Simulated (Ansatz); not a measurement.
LuBi:
Space group Fm-3m (No. 225); a = b = c = 6.0618 Å, α = β = γ = 90.00°

```tsv
atom	site	symmetry	x	y	z
Lu	4b	m-3m	0.5000	0.5000	0.5000
Bi	4a	m-3m	0.0000	0.0000	0.0000
```
(The calculation used a cell of 2 atoms; values per cell refer to that cell.)

This is the LDA-relaxed structure.

Problem. All from the program Ansatz at the LDA level (PAW), unless another level is named. Predict the highest zone-centre frequency.

Solution. 124 cm⁻¹.

Problem. Next, the bulk modulus (Birch–Murnaghan fit)?

Solution. 661 kbar.

Problem. Give the elastic constants (relaxed ions, GPa).

Solution. C11 = 164, C12 = 16.8, C44 = 24.1.

The workflow started from a Materials Project entry (that database holds measured and hypothetical structures alike); the Crystallography Open Database copy checked does not list it. With Lu and Bi taken as one species the cell has the higher symmetry Pm-3m, so it may be an ordered model of a mixed-site phase. Its standing as an ambient phase is unchecked. Symmetry was held in the LDA relaxation; of distortions, only those at the zone centre were tested. As this level gives no gap, shear constants depend on the k-mesh and smearing (Fermi–Dirac, 0.1 eV here). As this level gives no gap, phonon frequencies hold no LO–TO term and depend on the k-mesh and smearing (Fermi–Dirac, 0.1 eV here). Spin–orbit coupling is left out wherever it is not named.

Potentials: the later of the program's two PAW sets.
